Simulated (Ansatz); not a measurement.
## Run record: MnO

The cell (4 atoms) is MnO as an experimental structure (space group Fm-3m, primitive cell doubled). Source: COD entry 1514114, which need not be the ambient phase.

The calculation used DFT, PBEsol+U, PAW, plane waves, scalar-relativistic (Ansatz).

Input file:

```yaml
crystal:
  lattice:
    - [-2.221, -4.442, -2.221]
    - [-2.221, 0.0, -2.221]
    - [2.221, 0.0, -2.221]
  atoms:
    - { symbol: Mn, position: [0.0, 0.0, 0.0], spin: 4.5 }
    - { symbol: Mn, position: [0.5, 0.0, 0.5], spin: -4.5 }
    - { symbol: O, position: [0.0, 0.5, 0.5] }
    - { symbol: O, position: [0.5, 0.5, 0.0] }
  symmetry: { detect: false, time_reversal: true }
magnetization:
  spin_polarized: true
hamiltonian:
  xc: pbesol
  pseudopotentials: { kind: paw }
  hubbard: { sites: [{ species: Mn, l: d, u_eff: 4.3 }] }
basis:
  ecutwfc: 420
kpoints:
  mp_grid: { grid: [5, 8, 7] }
scf:
  occupations: { method: fermi_dirac, width: 0.03 }
output:
  forces: true
  stress: true
  write_density: true
  write_potential: true
  elf: true
  volumetric_format: npy
```

Launched as:
```sh
ansatz run input.yaml --threads 2 --pin off --max-ram 5120MiB --backend cpu --events-out ev --progress --plain --runs-dir out
```

Program output, abridged:

```
Mn: projections on atomic orbitals take those of the free atom [Ne] 3s2 3p6 3d5 4s2, of charge +0.00 (hamiltonian.pseudopotentials.projection_atoms); the dataset's partial waves leave at most 9.0e-7 of an orbital's norm unspanned inside its sphere
O: projections on atomic orbitals take those of the free atom [He] 2s2 2p4, of charge +0.00 (hamiltonian.pseudopotentials.projection_atoms); the dataset's partial waves leave at most 1.9e-8 of an orbital's norm unspanned inside its sphere
Pseudopotentials: kind: paw
Pseudopotential: Mn, paw, valence charge 15, recommended cutoff 420 eV (normal), Mn.paw.azcp
Pseudopotential: O, paw, valence charge 6, recommended cutoff 420 eV (normal), O.paw.azcp
Functional definition: PBEsol
Crystal: 4 atoms, lattice volume = 43.823 Å³
Basis set: ecut = 420 eV, 855 PW (Γ), exchange–correlation on 80×48×48 points (8 copies of the dense FFT grid, shifted against one another)
Bands: 31, of which v1, the nominal top of the filled ones, is band 21 counted from 1 (20 counted from 0)
Symmetry: 1 space group operations
k-points: 141 of 280 (time reversal used)
Non-local potential: Mn, projectors of the file, l = 0: 3, l = 1: 2, l = 2: 3, l = 3: 1
Non-local potential: O, projectors of the file, l = 0: 2, l = 1: 2, l = 2: 1
PAW frozen core: Mn, regenerated for the run's functional, and the local potential with it (the file was generated under x = pbe(κ = 0.804, μ = 0.2195149727645171), c = pbe(β = 0.06672455060314922))
PAW frozen core: O, regenerated for the run's functional, and the local potential with it (the file was generated under x = pbe(κ = 0.804, μ = 0.2195149727645171), c = pbe(β = 0.06672455060314922))
Initial density: superposition of atomic densities (chi_scale 0.1, normalization cell, long waves kept (reshape's long-wave potential 0.00 eV rms))
Starting moments: Σ|m| = 9 μB on 2 of 4 sites
Initial wavefunctions: pseudopotential atomic-orbital guess
Functional: x = pbesol(κ = 0.804, μ = 0.12345679012345678), c = pbesol(β = 0.046)
SCF iter   1: F=—  HF=-8858.980109 eV  |F-HF|=—  |Δ(HF+E_count)|=         —  Δρ=9.60e-2 (↑9.60e-2 ↓9.60e-2)  dr2=1.16e1  dr2_m=4.63e-1  M=0.000 μB ∫|m|=9.318 μB  β_m=1.00  ethr=3.10e-3  ⟨swp⟩=4.2  Hψ=30267  notcnv=0  defer=2
preconditioner: auto → none  [insulator: Δε(μ)=0.183 eV  Ē_g=11.890 eV  σ=0.030 eV  W_gap=0.91  n_scr=14 (ndim 8)  ℏωp=28.6 eV  f_vac=0.000  D(μ)=0.05/eV (n_scr^D=0)  ε∞_Penn≈6.8]
SCF iter   2: F=—  HF=-8856.948015 eV  |F-HF|=—  |Δ(HF+E_count)|=    2.03e0  Δρ=2.78e-2 (↑2.78e-2 ↓2.78e-2)  dr2=9.72e-1  dr2_m=8.06e-2  M=0.000 μB ∫|m|=9.631 μB  β_m=1.00  ethr=3.10e-3  ⟨swp⟩=3.2  Hψ=20524  notcnv=0  defer=1012
SCF iter   3: F=—  HF=-8856.982010 eV  |F-HF|=—  |Δ(HF+E_count)|=   3.40e-2  Δρ=1.07e-2 (↑1.07e-2 ↓1.07e-2)  dr2=1.32e-1  dr2_m=1.65e-3  M=0.000 μB ∫|m|=9.643 μB  β_m=1.00  ethr=2.31e-3  ⟨swp⟩=2.4  Hψ=14272  notcnv=0  defer=1014
SCF iter   4: F=—  HF=-8857.141776 eV  |F-HF|=—  |Δ(HF+E_count)|=   1.60e-1  Δρ=6.24e-3 (↑6.24e-3 ↓6.24e-3)  dr2=2.58e-2  dr2_m=5.33e-4  M=-0.000 μB ∫|m|=9.646 μB  β_m=0.30  ethr=3.14e-4  ⟨swp⟩=2.2  Hψ=13058  notcnv=0  defer=1014
Mixer restart at iter 4: flushing history
spin-set hold released at iteration 4 (site moments contracting): the magnetisation degrees of freedom join the quasi-Newton model from the next iteration; the mixer history was flushed
SCF iter   5: F=—  HF=-8857.211431 eV  |F-HF|=—  |Δ(HF+E_count)|=   6.97e-2  Δρ=3.75e-3 (↑3.75e-3 ↓3.75e-3)  dr2=9.72e-3  dr2_m=3.53e-4  M=-0.000 μB ∫|m|=9.652 μB  β_m=0.62  ethr=6.14e-5  ⟨swp⟩=2.3  Hψ=10740  notcnv=0  defer=1014
SCF iter   6: F=—  HF=-8857.290997 eV  |F-HF|=—  |Δ(HF+E_count)|=   7.96e-2  Δρ=5.06e-3 (↑5.06e-3 ↓5.06e-3)  dr2=3.63e-2  dr2_m=7.33e-5  M=-0.000 μB ∫|m|=9.657 μB  β_m=0.47  ethr=2.31e-5  ⟨swp⟩=2.1  Hψ=15500  notcnv=0  defer=1014
SCF iter   7: F=—  HF=-8857.282150 eV  |F-HF|=—  |Δ(HF+E_count)|=   8.85e-3  Δρ=3.09e-4 (↑3.09e-4 ↓3.09e-4)  dr2=9.14e-5  dr2_m=1.52e-5  M=-0.000 μB ∫|m|=9.662 μB  β_m=0.55  ethr=2.31e-5  ⟨swp⟩=2.2  Hψ=15212  notcnv=0  defer=988
SCF iter   8: F=—  HF=-8857.282164 eV  |F-HF|=—  |Δ(HF+E_count)|=   1.42e-5  Δρ=9.49e-5 (↑9.49e-5 ↓9.49e-5)  dr2=1.18e-6  dr2_m=3.02e-6  M=0.000 μB ∫|m|=9.662 μB  β_m=0.63  ethr=2.18e-7  ⟨swp⟩=2.3  Hψ=12706  notcnv=0  defer=978
SCF iter   9: F=—  HF=-8857.282168 eV  |F-HF|=—  |Δ(HF+E_count)|=   4.50e-6  Δρ=3.14e-5 (↑3.14e-5 ↓3.12e-5)  dr2=4.16e-7  dr2_m=2.21e-7  M=-0.000 μB ∫|m|=9.662 μB  β_m=0.60  ethr=2.80e-9  ⟨swp⟩=2.0  Hψ=13694  notcnv=0  defer=978
SCF iter  10: F=-8857.282168 eV  HF=-8857.282168 eV  |F-HF|=3.84e-8  |Δ(HF+E_count)|=   4.85e-8  Δρ=1.19e-5 (↑1.16e-5 ↓1.19e-5)  dr2=2.73e-9  dr2_m=5.41e-8  M=0.000 μB ∫|m|=9.662 μB  ethr=2.38e-10  ⟨swp⟩=10.7  Hψ=58883  notcnv=0
SCF 1 converged in 10 iterations: F = -8857.282168 eV  dr2 = 2.73e-9
  greatest PAW one-centre occupation: 1.004 electrons in one spin orbital (limit 2), on the Mn atom at site 0 (counted from 0), in its partial waves of l = 1
SCF converged after 10 iterations
Magnetization: 0.0000 μB (21.0000 up, 21.0000 down)
Absolute magnetization: 9.6624 μB (∫|ρ↑−ρ↓|, with the PAW one-centre terms)
Spin contamination: 4.9753 ħ² per cell (⟨S²⟩ above its minimum at these occupations)
Per-site moments (μB) at R_I (Å): [(4.2596, 0.9161), (-4.2596, 0.9161), (0.0571, 0.9161), (-0.0571, 0.9161)]
Free energy (F): -8857.282168 eV
Harris-Foulkes:  -8857.282168 eV  (|F-HF|=3.84e-8)
Internal energy: -8857.282168 eV  (E = F + TS)
E sigma→0 (E₀):  -8857.282168 eV
Entropy (-TS):   -0.000000 eV (-0.000 meV/atom)
Fermi energy:    13.022892 eV
--- Per-component energies (eV) ---
  E_band       = -517.391740
  E_kinetic    = 945.491830
  E_local      = -4451.297082  (includes V_loc(G=0)·N_el)
  E_nonlocal   = 609.365245
  E_hartree    = 1778.403200
  E_xc         = -365.271432
  E_vxc        = -468.990071  (∫ρ·V_xc dr)
  E_hubbard    = 1.183876  (on-site DFT+U / exact-exchange correction)
  E_vhub       = -20.194836  (the Hubbard potential's part of the band-sum identity)
  E_paw        = -2860.525320  (= ΣΔE_a)
  E_vpaw       = -688.576454  (= ΣTr[D̂ρ^β])
  E_aug_tail   = 0.004797  (compensation charges beyond the density's cutoff)
  E_ewald      = -4515.047159
  E_core_change = 0.409876  (= ΣΔE_core)
  E_smearing   = -0.000000  (= −TS)
  E_closure    = 0.000000  (closes the sum)
  Σ components = -8857.282168   (vs F -8857.282168, Δ=0.00e0)
--- Forces (eV/Å), atoms counted from 1 ---
  atom   1  Mn    -0.00000001     0.00000012    -0.00000003
  atom   2  Mn     0.00000001    -0.00000002     0.00000003
  atom   3  O     -0.00000000     0.00000000     0.00000000
  atom   4  O     -0.00000000     0.00000000    -0.00000000
  max |Σ_I F_I| component: 9.92e-8 eV/Å
--- Stress (GPa, compression-positive) ---
        2.516199       0.000717      -0.001860
        0.000717       1.857153       0.000717
       -0.001860       0.000717       2.516199
  P = ⅓ Tr σ = 2.2965 GPa (22.965 kbar)
--- Band table (eV; the first three rows and the last of 282) ---
  k-point 0 ↑: bands = ["-68.3326", "-63.3580", "-37.2240", "-37.2010", "-37.2009", "-32.3394", "-32.3080", "-32.3079", "-6.3879", "-5.4325", "6.7440", "7.1515", "8.2376", "8.2376", "8.4377", "8.7406", "9.0098", "9.0098", "10.0926", "10.0983", "10.0983", "13.3364", "15.1613", "16.7246", "16.7671", "16.8563", "16.8563", "19.3440", "21.6738", "24.4591", "27.4070"]
  k-point 1 ↑: bands = ["-68.3321", "-63.3575", "-37.2233", "-37.2075", "-37.2003", "-32.3389", "-32.3161", "-32.3070", "-6.2673", "-5.3945", "6.6961", "6.9084", "7.6155", "8.2552", "8.2656", "8.3347", "8.9424", "9.3650", "9.7312", "10.1232", "10.6012", "14.2305", "15.5194", "16.7886", "16.8623", "16.9283", "17.0347", "19.8047", "21.7141", "23.5068", "26.3863"]
  k-point 2 ↑: bands = ["-68.3314", "-63.3561", "-37.2220", "-37.2218", "-37.1987", "-32.3379", "-32.3348", "-32.3050", "-5.9575", "-5.3334", "6.0832", "6.6002", "6.7950", "7.8562", "8.2950", "8.3108", "8.4347", "9.2080", "9.8443", "10.1992", "11.7130", "15.7761", "16.2764", "16.6506", "16.8758", "17.2445", "17.7480", "20.9654", "21.6643", "21.8945", "24.6976"]
  k-point 140 ↓: bands = ["-68.3316", "-63.3573", "-37.2236", "-37.2069", "-37.2052", "-32.3396", "-32.3154", "-32.3134", "-5.7922", "-5.5752", "6.0405", "6.5453", "6.9599", "7.0439", "7.5390", "8.7431", "9.3205", "9.6428", "9.7872", "10.0744", "11.9313", "15.7220", "16.4684", "16.9542", "17.1758", "17.2839", "17.4790", "18.8106", "23.2933", "24.2251", "24.3982"]
```

Among 16 converged runs of this cell from various starts and settings, this end is the lowest found.

A static U favours moments and orbital order; the result depends on U and need not be the measured state. The mesh has less symmetry than the lattice, which lowers the symmetry of the run.

The run took 29 s on 2 threads of Arm Neoverse V2, with other jobs on the host, peak memory 0.72 GiB.
